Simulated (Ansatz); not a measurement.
Sr₂TeO, ordered on the rocksalt lattice (P4/mmm) with 4 atoms a cell, relaxed with r2SCAN. Space group P4/mmm (No. 123), tetragonal; conventional cell a = 4.356 Å, c = 6.172 Å, 29.28 Å³ an atom. O has 6 Sr at 3.08–3.09 Å; Sr has 4 Te at 3.08 Å and 2 O at 3.09 Å; Te has 6 Sr at 3.08–3.09 Å; Sr has 4 O at 3.08 Å and 2 Te at 3.09 Å.

```
O Sr Te
1.0
     4.35631    0.00000    0.00000
     0.00000    4.35631    0.00000
     0.00000    0.00000    6.17239
O Sr Te
1 2 1
Direct
  0.00000 0.00000 0.00000
  0.00000 0.00000 0.50000
  0.50000 0.50000 0.00000
  0.50000 0.50000 0.50000
```

3 runs of Ansatz 0.2.0 on this cell differ in the functional (and in the settings that go with it). Levels are in eV from each run's valence top; v1 is the last filled band, c1 the first empty one.

Run A, mean stress +0.5 GPa (compression positive):

| point | v4 | v3 | v2 | v1 | c1 | c2 |
| --- | --- | --- | --- | --- | --- | --- |
| Γ | -0.67 | 0.00 | 0.00 | 0.00 | 1.47 | 2.06 |
| X | -1.60 | -1.00 | -0.46 | -0.41 | 3.32 | 4.33 |
| M | -1.01 | -0.29 | -0.29 | -0.19 | 1.82 | 1.82 |
| Z | -0.74 | -0.74 | -0.13 | -0.13 | 1.67 | 3.27 |
| R | -1.79 | -0.75 | -0.57 | -0.45 | 3.68 | 4.59 |
| A | -2.02 | -0.59 | -0.59 | -0.58 | 3.17 | 3.17 |

Run B, mean stress -0.2 GPa (compression positive):

| point | v4 | v3 | v2 | v1 | c1 | c2 |
| --- | --- | --- | --- | --- | --- | --- |
| Γ | -0.55 | 0.00 | 0.00 | 0.00 | 3.15 | 3.84 |
| X | -1.50 | -1.14 | -0.55 | -0.51 | 5.16 | 6.24 |
| M | -0.86 | -0.37 | -0.37 | -0.29 | 3.56 | 3.56 |
| Z | -0.55 | -0.55 | -0.21 | -0.21 | 3.37 | 5.16 |
| R | -1.68 | -0.82 | -0.66 | -0.55 | 5.39 | 6.66 |
| A | -2.00 | -0.71 | -0.71 | -0.70 | 5.00 | 5.00 |

Run C, mean stress 0.0 GPa (compression positive):

| point | v4 | v3 | v2 | v1 | c1 | c2 |
| --- | --- | --- | --- | --- | --- | --- |
| Γ | -0.71 | 0.00 | 0.00 | 0.00 | 1.84 | 2.63 |
| X | -1.65 | -0.96 | -0.44 | -0.40 | 3.72 | 4.85 |
| M | -1.07 | -0.29 | -0.29 | -0.19 | 2.19 | 2.19 |
| Z | -0.78 | -0.72 | -0.13 | -0.13 | 2.05 | 3.79 |
| R | -1.83 | -0.73 | -0.56 | -0.43 | 4.09 | 5.10 |
| A | -2.08 | -0.57 | -0.57 | -0.56 | 3.56 | 3.56 |

Problem. Match the runs to PBE, r2SCAN, PBE0.

Solution. A is PBE, B is PBE0, C is r2SCAN. In order of the gap: PBE 1.47, r2SCAN 1.84, PBE0 3.15 eV.

All values are calculated for a non-magnetic cell, which may be hypothetical.

Spin-orbit coupling is left out, which matters wherever the heavy atoms make up the band edges.

The program warns that its thresholds are loose for a hybrid's stress.

The meshes of the hybrids are coarse, so their gaps aren't converged to the digits shown.
